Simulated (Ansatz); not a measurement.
## InSb₃: computed DOS

```xyz
4
Lattice="0.0000 3.7946 3.7946 3.7946 0.0000 3.7946 3.7946 3.7946 0.0000" Properties=species:S:1:pos:R:3 pbc="T T T"
In    0.0000    0.0000    0.0000
Sb    1.8973    1.8973    1.8973
Sb    5.6918    5.6918    5.6918
Sb    3.7946    3.7946    3.7946
```

Structure from Materials Project entry mp-975512 (possibly hypothetical), not relaxed further.

No spin–orbit coupling, which matters for the heavy atoms here.

Method: Ansatz 0.2.0, DFT, PBE, all-electron LAPW, scalar-relativistic.

Settings: a Γ-centred 9×9×9 k mesh, Fermi–Dirac smearing of 0.05 eV, basis error target 0.5 meV/atom, no spin polarisation.

States per eV and cell, averaged over 0.6 eV, from -5.8 to 3.6 eV, with energies (bin centres) from the Fermi level; empty bins are left out. 

```json
{"E (eV)": "-5.6", "total": "1.10"}
{"E (eV)": "-5.0", "total": "0.90"}
{"E (eV)": "-4.4", "total": "1.31"}
{"E (eV)": "-3.8", "total": "2.49"}
{"E (eV)": "-3.2", "total": "2.55"}
{"E (eV)": "-2.6", "total": "1.64"}
{"E (eV)": "-2.0", "total": "2.24"}
{"E (eV)": "-1.4", "total": "2.32"}
{"E (eV)": "-0.8", "total": "2.12"}
{"E (eV)": "-0.2", "total": "2.73"}
{"E (eV)": "0.4", "total": "2.57"}
{"E (eV)": "1.0", "total": "2.32"}
{"E (eV)": "1.6", "total": "2.99"}
{"E (eV)": "2.2", "total": "2.82"}
{"E (eV)": "2.8", "total": "1.99"}
{"E (eV)": "3.4", "total": "0.88"}
```
